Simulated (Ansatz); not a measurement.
TePb (zinc blende), relaxed and computed with several functionals in Ansatz (plane waves, PAW). Much of their spread follows the volume that each gives.

```tsv
functional	V (Å³/atom)	B₀ by P(V) fit (GPa)
LDA	45.19	?
HSE06	48.42	26.5
PBE	49.34	24.4
r²SCAN	48.32	26.8
```

Task: Fit a straight line to ln B₀ against ln V and predict the withheld value.

Result: Least squares on the 3 shown rows: ln B₀ = -4.45 × ln V + (20.544), with a scatter of 0 %. For LDA this gives 36.1. The run itself gave 29.9, outside the scatter: the line misses something about this case.

Constructed cells (a structure type filled with these elements, in neither database checked): TePb, zinc blende. Not the usual ambient phase: TePb, zinc blende. Unstable at this level: TePb, zinc blende with LDA; TePb, zinc blende with r²SCAN. All cells were relaxed under the symmetry of their starts (and spin orders); stability against distortions was not tested throughout. Spin–orbit coupling is left out wherever it is not named.

Potentials: the later of the program's two PAW sets.

Ansatz (a first-principles code) is a plane-wave DFT program.
